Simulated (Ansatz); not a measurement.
Relaxed HgTe (zinc blende):

```xyz
2
Lattice="0.0000 3.2867 3.2867 3.2867 0.0000 3.2867 3.2867 3.2867 0.0000" Properties=species:S:1:pos:R:3 pbc="T T T"
Te     4.9301     4.9301     4.9301
Hg     0.0000     0.0000     0.0000
```

Two-dimensional scan of atom 1 (Te, nearest neighbour Hg at 2.846 Å; its periodic images, 4.6 Å or more away, move with it): u runs along (0.707, 0.707, 0.000), v along (0.000, 0.000, 1.000) (Cartesian). Cell and other atoms are fixed.

Level of theory: r2SCAN (plane waves to 500 eV, PAW, scalar-relativistic; Ansatz, a first-principles code). k mesh 10×10×10 (Γ-centred), Fermi-Dirac smearing 0.05 eV. With partly filled bands, energies and forces of such displacements shift with the k mesh and the smearing. Fu and Fv are the components of the force on the atom. At this level the bands of HgTe touch or barely overlap. HgTe was relaxed with its symmetry unable to fall. Spin-orbit coupling is left out, though Hg and Te are heavy. The PAW data are Ansatz's earlier set. The last digit holds for this mesh only.

Changes of Fv (eV/Å) from the point u = 0.000 Å, v = 0.000 Å when one coordinate moves alone (two changes are said to add if the coupling is within 5 % of the smaller one, nearly so within 20 %):

```tsv
point	change
u = 0.000 Å, v = -0.430 Å	1.187
u = 0.000 Å, v = -0.287 Å	0.800
u = 0.000 Å, v = -0.143 Å	0.409
u = -0.430 Å, v = 0.000 Å	-1.302
u = -0.287 Å, v = 0.000 Å	-0.539
u = -0.143 Å, v = 0.000 Å	-0.129
u = 0.143 Å, v = 0.000 Å	-0.129
u = 0.287 Å, v = 0.000 Å	-0.539
u = 0.430 Å, v = 0.000 Å	-1.302
u = 0.000 Å, v = 0.143 Å	-0.409
u = 0.000 Å, v = 0.287 Å	-0.800
u = 0.000 Å, v = 0.430 Å	-1.187
```

Task: What is the change at u = -0.143 Å, v = -0.143 Å, where both move, and how far is it from the sum?

Result: The sum of the single changes is -0.129 + (0.409) = 0.280; the calculation gives 0.327, so the coupling contributes 0.047 (over 20 % of the smaller single change, not additive).

Task: What is the change at u = -0.143 Å, v = 0.430 Å, where both move, and how far is it from the sum?

Result: The sum of the single changes is -0.129 + (-1.187) = -1.316; the calculation gives -1.500, so the coupling contributes -0.184 (over 20 % of the smaller single change, not additive).

(A displaced cell: forces are minus the slopes of the energy, force constants its curvatures, and phonons follow from these.)
